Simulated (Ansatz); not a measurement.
An input for the plane-wave PAW code Ansatz:

```yaml
crystal:
  lattice:
    - [-2.4203726203, 3.8744306479, 4.989315983]
    - [2.4203726203, -3.8744306479, 4.989315983]
    - [2.4203726203, 3.8744306479, -4.989315983]
  atoms:
    - { symbol: Ba, position: [0.72021, 0.22021, 0.5] }
    - { symbol: Ba, position: [0.27979, 0.77979, 0.5] }
    - { symbol: Sb, position: [0.7016, 0.5, 0.2016] }
    - { symbol: Sb, position: [0.2984, 0.5, 0.7984] }
    - { symbol: Bi, position: [0.0, 0.0, 0.0] }
basis:
  ecutwfc: 420
  ecutrho_ratio: 4
kpoints:
  mp_grid: { grid: [6, 6, 6] }
hamiltonian:
  xc: pbesol
scf:
  occupations: { method: gaussian, width: 0.05 }
output:
  forces: true
  stress: true
  eigenvalues: true
relax:
  f_tol: 0.01
  max_steps: 60
  cell: { stress_tol: 0.04 }
```

Launched as:
```sh
ansatz run input.yaml --threads 8 --pin off --max-ram 12288MiB --backend cpu --events-out ev --progress --plain --runs-dir out
```

The chain of runs began from a measured cell (COD), expanded in volume.

What the program printed, in part:

```
Pseudopotentials: kind: paw
Pseudopotential: Ba, paw, valence charge 10, recommended cutoff 420 eV (normal), Ba.paw.azcp
Pseudopotential: Sb, paw, valence charge 15, recommended cutoff 420 eV (normal), Sb.paw.azcp
Pseudopotential: Bi, paw, valence charge 15, recommended cutoff 420 eV (normal), Bi.paw.azcp
Crystal: 5 atoms, lattice volume = 187.151 Å³
Basis set: ecut = 420 eV, 3669 PW (Γ), exchange–correlation on 96×96×96 points (8 copies of the dense FFT grid, shifted against one another)
Bands: 39, of which v1, the nominal top of the filled ones, is band 33 counted from 1 (32 counted from 0)
Symmetry: 8 space group operations
Space group: Immm (ITA 71), of the structure as read, at distance tolerance 5.7e-5 Å
k-points: 46 of 216
Initial density: superposition of atomic densities (neutral atoms: chi_scale 0, normalization atom), corrected by the library's trained network
Initial wavefunctions: pseudopotential atomic-orbital guess
Functional: x = pbesol(κ = 0.804, μ = 0.12346), c = pbesol(β = 0.046)
```

SCF trace (energy estimate counted from the last row; the run made several SCF loops, for ionic steps, more bands or searches for a lower state, numbered loop.iteration):
| iteration | ΔE (eV) | density residual (eV) |
| --- | --- | --- |
| 1.1 | 0.070 | 1.49e-2 |
| 1.2 | 0.074 | 6.90e-3 |
| 1.3 | 0.075 | 6.23e-4 |
| 1.4 | 0.075 | 1.52e-4 |
| 1.5 | 0.075 | 1.52e-5 |
| 1.6 | 0.075 | 1.46e-6 |
| 1.7 | 0.075 | 7.71e-8 |
| 2.1 | -0.009 | 3.21e-2 |
| 2.2 | -3.5e-03 | 1.45e-2 |
| 2.3 | 3.9e-04 | 2.63e-4 |
| 2.4 | 4.5e-04 | 3.94e-5 |
| 2.5 | 4.6e-04 | 2.27e-6 |
| 2.6 | 4.6e-04 | 1.83e-7 |
| … | … | … |
| 6.3 | 0.000 | 1.53e-8 |
| 6.4 | 0.000 | 3.11e-9 |
| 6.5 | 0.000 | 1.35e-10 |
| 6.6 | 0.000 | 2.41e-11 |

```
SCF converged after 6 iterations
Free energy (F): -36787.818741 eV
E sigma→0 (E₀):  -36787.817163 eV
Entropy (-TS):   -0.003156 eV (-0.631 meV/atom)
Fermi energy:    9.479661 eV
--- Forces (eV/Å), atoms counted from 1 ---
  atom   1  Ba     0.00000000     0.00000000     0.00202089
  atom   2  Ba     0.00000000     0.00000000    -0.00202089
  atom   3  Sb     0.00000000     0.00295458     0.00000000
  atom   4  Sb     0.00000000    -0.00295458     0.00000000
  atom   5  Bi     0.00000000     0.00000000     0.00000000
--- Stress (GPa, compression-positive) ---
        0.000424       0.000000       0.000000
        0.000000      -0.008131       0.000000
        0.000000       0.000000      -0.002498
  P = ⅓ Tr σ = -0.0034 GPa (-0.034 kbar)
--- Relaxed structure (5 steps of the walk, 5 accepted, 1 SCFs on fresh bases) ---
  F+E_penalty+E_count = -36787.81874053 eV   max|allowed force component| = 2.955e-3 eV/Å   (the final SCF, on the basis selected at the relaxed cell)
  cell:  # Å, volume = 177.3888 Å³
    - [-2.38236, 3.74231, 4.97415]
    - [2.38236, -3.74231, 4.97415]
    - [2.38236, 3.74231, -4.97415]
  atoms:
    - { symbol: Ba, position: [0.71901, 0.21901, 0.5] }
    - { symbol: Ba, position: [0.28099, 0.78099, 0.50000] }
    - { symbol: Sb, position: [0.70242, 0.50000, 0.20242] }
    - { symbol: Sb, position: [0.29758, 0.50000, 0.79758] }
    - { symbol: Bi, position: [0.00000, 0.00000, 0.00000] }
```

In short (PBEsol): final volume 35.48 Å³/atom, energy lowered by 15.1 meV/atom, pressure 0.0 GPa, gap on the mesh zero (metallic).

Run time: 37 s on 8 threads of Arm Neoverse N1 (shared host), peak memory 0.92 GiB.

Spin–orbit coupling, which matters for such heavy elements, is left out. The cell is a metal with an odd number of electrons, and spin polarisation wasn't tried.
